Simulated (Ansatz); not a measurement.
Input, command and steps of an Ansatz relaxation.

```yaml
crystal:
  lattice:
    - [5.0376935905, 0.0, 0.0]
    - [0.0, 3.12543778, 0.0]
    - [-0.0033559659, 0.0, 5.4111720837]
  atoms:
    - { symbol: Al, position: [0.50009873, 0.5, 0.16728039] }
    - { symbol: Al, position: [0.00076357, 0.5, 0.83496431] }
    - { symbol: Al, position: [0.00088655, 0.0, 0.3315828] }
    - { symbol: Ga, position: [0.49971489, 0.0, 0.66616374] }
    - { symbol: "N", position: [0.11013543, 0.0, 0.66629554] }
    - { symbol: "N", position: [0.12258652, 0.5, 0.16717386] }
    - { symbol: "N", position: [0.62590355, 0.5, 0.84127752] }
    - { symbol: "N", position: [0.62350976, 0.0, 0.32526284] }
basis:
  ecutwfc: 500
kpoints:
  mp_grid: { grid: [6, 8, 4] }
hamiltonian:
  xc: r2scan
scf:
  occupations: { method: gaussian, width: 0.02 }
output:
  forces: true
  stress: true
  eigenvalues: true
relax:
  adjacent_minimum: "off"
  f_tol: 0.01
  max_steps: 40
```

```bash
ansatz run input.yaml --threads 2 --pin off --max-ram 5120MiB --backend cpu --events-out ev --progress --plain --runs-dir out
```

Method: DFT r2SCAN, scalar-relativistic, plane waves, PAW in Ansatz 0.2.0.

Of 3 frames 3 are shown, positions in Å and forces in eV/Å; the SCF threshold varies from step to step.

```xyz
8
Lattice="5.0377 0.0000 0.0000 0.0000 3.1254 0.0000 -0.0034 0.0000 5.4112" Properties=species:S:1:pos:R:3:forces:R:3 pbc="T T T" step=1 free_energy_over_end_meV_per_atom=0.05
Al    2.5188    1.5627    0.9052    0.0011    0.0000    0.0016
Al    0.0010    1.5627    4.5181    0.0049    0.0000    0.0096
Al    0.0034    0.0000    1.7943    0.0098    0.0000   -0.0090
Ga    2.5152    0.0000    3.6047   -0.0051    0.0000    0.0052
N     0.5526    0.0000    3.6054    0.0659    0.0000   -0.0024
N     0.6170    1.5627    0.9046    0.0111    0.0000    0.0008
N     3.1503    1.5627    4.5523   -0.0636    0.0000   -0.0793
N     3.1400    0.0000    1.7601   -0.0237    0.0000    0.0736
8
Lattice="5.0377 0.0000 0.0000 0.0000 3.1254 0.0000 -0.0034 0.0000 5.4112" Properties=species:S:1:pos:R:3:forces:R:3 pbc="T T T" step=2 free_energy_over_end_meV_per_atom=0.01
Al    2.5197    1.5627    0.9051   -0.0040    0.0000    0.0026
Al    0.0003    1.5627    4.5181    0.0120    0.0000    0.0028
Al    0.0039    0.0000    1.7943    0.0078    0.0000   -0.0015
Ga    2.5145    0.0000    3.6049   -0.0081    0.0000    0.0012
N     0.5538    0.0000    3.6056    0.0309    0.0000   -0.0019
N     0.6177    1.5627    0.9044   -0.0046    0.0000    0.0007
N     3.1484    1.5627    4.5504   -0.0234    0.0000   -0.0330
N     3.1399    0.0000    1.7620   -0.0101    0.0000    0.0291
8
Lattice="5.0377 0.0000 0.0000 0.0000 3.1254 0.0000 -0.0034 0.0000 5.4112" Properties=species:S:1:pos:R:3:forces:R:3 pbc="T T T" step=3 free_energy_over_end_meV_per_atom=0.00
Al    2.5195    1.5627    0.9050    0.0027    0.0000    0.0026
Al    0.0006    1.5627    4.5178    0.0016    0.0000    0.0028
Al    0.0040    0.0000    1.7946    0.0007    0.0000   -0.0023
Ga    2.5142    0.0000    3.6049    0.0005    0.0000   -0.0005
N     0.5554    0.0000    3.6056   -0.0021    0.0000    0.0002
N     0.6173    1.5627    0.9044   -0.0023    0.0000   -0.0008
N     3.1477    1.5627    4.5491   -0.0010    0.0000   -0.0012
N     3.1394    0.0000    1.7633    0.0003    0.0000   -0.0007
```

The run took 62 s on 2 threads of Arm Neoverse V1, on a shared host, peak memory 0.59 GiB.